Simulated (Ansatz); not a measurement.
Question: Name crystals whose computed values (r²SCAN in the plane-wave PAW code Ansatz) fall in these windows: gap (eV) 2.4 to 3.3; Θ_D (K) 380 to 500; electron conductivity mass (mₑ) 0.42 to 0.53.

Answer: 

| crystal | gap (eV) | Θ_D (K) | electron conductivity mass (mₑ) |
|---|---|---|---|
| RbVF3, cubic perovskite | 2.77 | 416 | 0.48 |
Others may fit too.

Spin orders computed, not proven ground states: RbVF3, cubic perovskite antiferromagnetic. Standing as an ambient phase not checked: RbVF3, cubic perovskite. The cell was relaxed under the symmetry of its start. No Hubbard U is applied. Spin–orbit coupling is left out wherever it is not named.

Potentials: the later of the program's two PAW sets.
